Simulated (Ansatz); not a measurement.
**Property card for Cd4SeS3**

Theory: Ansatz, DFT PBE, scalar-relativistic, plane waves, PAW.

Settings: cutoff 420 eV, Γ-centred mesh 6×6×2 on the computed 8-atom cell, Gaussian smearing of 0.02 eV; no spin polarisation.

The structure is relaxed at this level of theory with its symmetry kept, and needn't be the ground state of this composition.

```
Cd Se S
1.0
     4.24147    0.00000    0.00000
    -2.12073    3.67322    0.00000
     0.00000    0.00000   13.82700
Cd Se S
4 1 3
Direct
  0.33333 0.66667 0.00477
  0.33333 0.66667 0.49427
  0.66667 0.33333 0.24954
  0.66667 0.33333 0.76043
  0.33333 0.66667 0.68850
  0.33333 0.66667 0.19083
  0.66667 0.33333 0.43562
  0.66667 0.33333 0.94603
```

(1) Formation energy from the elements' standard states (uncorrected)?

(2) Kohn–Sham band gap?

Answers

(1) -0.646 eV/atom.

(2) 0.74 eV.

The cell was found from a structure generator's guess, not taken from experiment. Kohn–Sham gaps at this level usually fall short of measured ones.
